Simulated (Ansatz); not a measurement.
Structure optimisation: copper, simple cubic

These are results of Ansatz, DFT, r2SCAN, plane waves (500 eV) with PAW, scalar-relativistic, not measurements. (PAW data from PBE, frozen cores regenerated.)

k-point mesh 13×13×13, Fermi-Dirac smearing 0.1 eV, no spin polarisation. Cell and atoms relax.

Starting structure:

```xyz
1
Lattice="2.3365 0.0000 0.0000 0.0000 2.3365 0.0000 0.0000 0.0000 2.3365" Properties=species:S:1:pos:R:3 pbc="T T T"
Cu    0.0000    0.0000    0.0000
```

**Question.** What cell does the relaxation end in?

**Answer.** Pm-3m with a = 2.369 Å; 13.30 Å³ per atom against 12.75 at the start (4.2 %).

**Question.** How much energy does the relaxation gain?

**Answer.** 8.9 meV per atom.
